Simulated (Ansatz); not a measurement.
MoP:
```
MoP
1.0
    3.20656     0.00000     0.00000
   -1.60328     2.77696     0.00000
    0.00000     0.00000     3.17348
Mo P
1 1
Direct
  0.00000   0.00000   0.00000
  0.66667   0.33333   0.50000
```

Relaxed with PBEsol. Special points in fractions of this cell's reciprocal vectors: Γ (0.000, 0.000, 0.000); M (0.500, 0.000, 0.000); K (0.333, 0.333, 0.000); A (0.000, 0.000, 0.500); L (0.500, 0.000, 0.500); H (0.333, 0.333, 0.500).

Question: List the band energies nearest the Fermi level at these points for PBEsol with spin–orbit coupling (plane waves, PAW; program Ansatz).

Answer: In eV from the Fermi level; about four levels below and three above (degenerate sets whole), none deeper than 8.9 eV; points with the same levels are listed once.

| k | below | above |
|---|---|---|
| Γ | -3.39 -3.39 -0.74 -0.74 | 0.19 0.19 0.28 0.28 |
| M | -1.32 -1.32 -0.49 -0.49 | 1.69 1.69 2.38 2.38 |
| K | -1.66 -1.58 -0.20 -0.05 | 0.61 0.63 0.68 |
| A | -1.86 -1.86 -1.72 -1.72 | 1.32 1.32 2.89 2.89 |
| L | -4.56 -4.56 -1.14 -1.14 | 1.41 1.41 1.83 1.83 |
| H | -3.32 -3.30 -1.45 -1.41 | 1.51 1.52 3.34 |

Space group P-6m2. The PBEsol relaxation kept the symmetry of its start. No spin polarisation was allowed.

Potentials: the later of the program's two PAW sets.
